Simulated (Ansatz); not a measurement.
## YP in the zincblende structure

Computed with Ansatz (plane waves, PAW, 420 eV cutoff): PBEsol, scalar-relativistic, no spin polarisation, Γ-centred 10×10×10 mesh; PAW files: Ansatz's generated set soft_2.

```
Y P
1.0
     0.00000    3.11263    3.11263
     3.11263    0.00000    3.11263
     3.11263    3.11263    0.00000
Y P
1 1
Direct
  0.00000 0.00000 0.00000
  0.25000 0.25000 0.25000
```

This is a trial structure; measured cells of the compound in the Crystallography Open Database are in space group Fm-3m (rock salt).

Task: Give the Born effective charges (a third of the trace, site by site).

Result: Y 2.88; P -2.88 e.

Task: List the optical modes at the zone centre without the LO–TO term, with degeneracy and infrared intensity.

Result: 
| ω (cm⁻¹) | degeneracy | IR intensity ((D/Å)²/u) |
| --- | --- | --- |
| 281 | 3 | 24.98 |

An ε∞ of 7.33 means a refractive index of √ε∞ = 2.71 below the gap, far above the lattice modes.

With one infrared-active mode the Lyddane–Sachs–Teller relation ties the modes to the static constant, ε0 = 11.05, which is built from the same mode and Born charges: ω_LO = ω_TO √(ε0/ε∞) = 281.2 × √(11.05/7.33) = 345 cm⁻¹, and the run has a mode at 345 cm⁻¹.

The mean Born charge of Y is 2.88 against a formal +3. The two nearly agree, as for rigid ions.

Semilocal functionals make the gap too small and so ε∞ somewhat too large.
